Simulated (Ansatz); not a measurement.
# What DFT gives for Ta2Zn

```
Zn Ta
1.0
     3.31958    0.00000    0.00000
    -1.65979    2.87484    0.00000
     0.00000   -1.91656    5.28705
Zn Ta
1 2
Direct
  0.00000 0.00000 0.00000
  0.25000 0.50000 0.75000
  0.75000 0.50000 0.25000
```

Method: PBEsol, no spin polarisation; PAW, plane waves to 420 eV, 11×11×11 Γ-centred mesh, fermi-dirac occupations (width 0.0349 eV) (Ansatz 0.2.0), atoms fixed.

Electronic structure: It is a metal, with about 1.6 states/eV a cell as the mean within 0.25 eV of the Fermi level, mostly Ta d (89 %).
Charges: Bader charges in e: Ta +0.67, Zn -1.34. In the mean Ta gives up most and Zn takes most.
Forces: The largest is on Ta2 (and as large on other atoms): 5.26 eV/Å, components (0.00, 0.00, -5.26). It makes 125° with the line to a nearest neighbour, Zn1 at 2.33 Å.
Contacts: Zn–Ta at 2.33 Å: least valence density 0.55 e/Å³ and ELF 0.31 there. Both are smooth PAW fields, read partly inside the augmentation spheres.
Formation energy: 1.38 eV an atom against the elements' usual phases (free molecules for gases, crystals otherwise, with no correction for O₂ or N₂), so at this geometry it isn't bound against them. Relaxing would lower it.

Origin: a known structure type with other elements, at an estimated volume, so it need not be a known compound. Caveats: atoms or cell far from equilibrium.
